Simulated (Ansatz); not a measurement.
An Ansatz (an electronic-structure program) run. Input:

Ansatz 0.2 input:
```yaml
crystal:
  lattice:
    - [5.2602985907, 0.0, 0.0]
    - [0.0, 5.2602985907, 0.0]
    - [0.0, 0.0, 5.2602985907]
  atoms:
    - { symbol: Sn, position: [0.0, 0.0, 0.0] }
    - { symbol: Sn, position: [0.5, 0.5, 0.5] }
    - { symbol: Ta, position: [0.25, 0.0, 0.5] }
    - { symbol: Ta, position: [0.5, 0.75, 0.0] }
    - { symbol: Ta, position: [0.75, 0.0, 0.5] }
    - { symbol: Ta, position: [0.5, 0.25, 0.0] }
    - { symbol: Ta, position: [0.0, 0.5, 0.75] }
    - { symbol: Ta, position: [0.0, 0.5, 0.25] }
kpoints:
  mp_grid: { grid: [8, 8, 8] }
basis: { xc_grid: 2, fft_grid_basis: typed }
hamiltonian:
  xc: pbesol
  pseudopotentials: { kind: paw }
scf:
  occupations: { method: gaussian, width: 0.1 }
checkpoint: { read: metal.run }
output: { write_density: true, elf: true, volumetric_format: npy }
```

Output (shortened):

```
Pseudopotential: Sn, paw, valence charge 14
Pseudopotential: Ta, paw, valence charge 13
Functional definition: PBEsol
Crystal: 8 atoms, lattice volume = 145.556 Å³
Basis set: ecut = 420 eV, 2897 PW (Γ), exchange–correlation on 72×72×72 points (8 copies of the dense FFT grid, shifted against one another)
Bands: 64, of which v1, the nominal top of the filled ones, is band 53 counted from 1 (52 counted from 0)
Symmetry: 48 space group operations
Space group: Pm-3n (ITA 223), of the structure as read, at distance tolerance 5.3e-5 Å
k-points: 35 of 512
Stability of the state it starts from, as read at its close in the unpolarized treatment …
iter 1 solved again at ethr=2.11e-8 eV; its pass at ethr=3.10e-3 eV (dr2=2.24e-5 eV) is discarded
SCF iter   1: F=—  HF=-70739.232733 eV  |F-HF|=—  |Δ(HF+E_count)|=         —  Δρ=1.81e-7  dr2=2.40e-11  ethr=2.11e-8  ⟨swp⟩=4.0  Hψ=15340  notcnv=0
preconditioner: auto → Kerker (q_TF=auto, 2.588 Å⁻¹)
SCF iter   2: F=-70739.232733 eV  HF=-70739.232733 eV  |F-HF|=2.91e-11  |Δ(HF+E_count)|=   7.28e-9  Δρ=7.88e-8  dr2=9.37e-12  ethr=1.00e-12  ⟨swp⟩=8.1  Hψ=7635  notcnv=0
SCF 1 converged in 2 iterations: F = -70739.232733 eV  dr2 = 9.37e-12
SCF converged after 2 iterations
Free energy (F): -70739.232733 eV
Harris-Foulkes:  -70739.232733 eV  (|F-HF|=2.91e-11)
Internal energy: -70739.182570 eV  (E = F + TS)
E sigma→0 (E₀):  -70739.207651 eV
Entropy (-TS):   -0.050162 eV (-6.270 meV/atom)
Fermi energy:    18.103619 eV
--- Per-component energies (eV) ---
  E_band       = -636.649290
  E_kinetic    = 2582.898380
  E_local      = -4464.354706  (includes V_loc(G=0)·N_el)
  E_nonlocal   = 45.998933
  E_hartree    = 2017.969798
  E_xc         = -2062.954889
  E_vxc        = -1421.013112  (∫ρ·V_xc dr)
  E_paw        = -57775.242584  (= ΣΔE_a)
  E_vpaw       = -1416.119206  (= ΣTr[D̂ρ^β])
  E_aug_tail   = 0.000741  (compensation charges beyond the density's cutoff)
  E_ewald      = -11085.349801
  E_core_change = 1.851558  (= ΣΔE_core)
  E_smearing   = -0.050162  (= −TS)
  E_closure    =  0.000000  (closes the sum)
  Σ components = -70739.232733   (vs F -70739.232733, Δ=0.00e0)
  [band-id]    e_kinetic+e_local+e_nonlocal+2·e_hartree+e_vxc+e_vpaw+e_augmentation_tail = -636.649376   (vs E_band -636.649290, Δ=-8.54e-5)
--- Band table (eV; the first three rows and the last of 35) ---
  k-point 0: bands = ["-49.2663", "-49.2344", "-49.2344", "-49.1074", "-49.1074", "-49.1074", "-16.6143", "-16.6143", "-16.4825", "-15.9854", "-15.9854", "-15.9854", "-15.6675", "-15.6675", "-15.6675", "-15.6561", "-15.6561", "-15.6561", "-15.5692", …
  k-point 1: bands = ["-49.2639", "-49.2352", "-49.2307", "-49.1126", "-49.1074", "-49.1074", "-16.6122", "-16.5849", "-16.4609", "-15.9836", "-15.9836", "-15.9711", "-15.6912", "-15.6912", "-15.6680", "-15.6638", "-15.6295", "-15.6295", "-15.5736", …
  k-point 2: bands = ["-49.2583", "-49.2378", "-49.2192", "-49.1273", "-49.1073", "-49.1073", "-16.6060", "-16.5622", "-16.3345", "-15.9794", "-15.9794", "-15.9319", "-15.7115", "-15.7115", "-15.7021", "-15.6532", "-15.6039", "-15.6039", "-15.5837", …
  k-point 34: bands = ["-49.1765", "-49.1765", "-49.1765", "-49.1765", "-49.1765", "-49.1765", "-15.9235", "-15.9235", "-15.8612", "-15.8612", "-15.8612", "-15.8612", "-15.8612", "-15.8612", "-15.6508", "-15.6508", "-15.6508", "-15.6508", "-15.6508", …
```

Cost: around 13 core-seconds (rough) on shared cores.

The workflow started from an entry of the Crystallography Open Database (COD). Whether it is the stable phase at ambient conditions was not checked. The PBEsol relaxation kept the symmetry of its start; whether a distortion lowers the energy is not shown. The run is not spin-polarised. Scalar-relativistic: spin–orbit coupling is off unless named, which matters more the heavier the elements.

Potentials: the later of the program's two PAW sets.

Ansatz is a plane-wave DFT program.
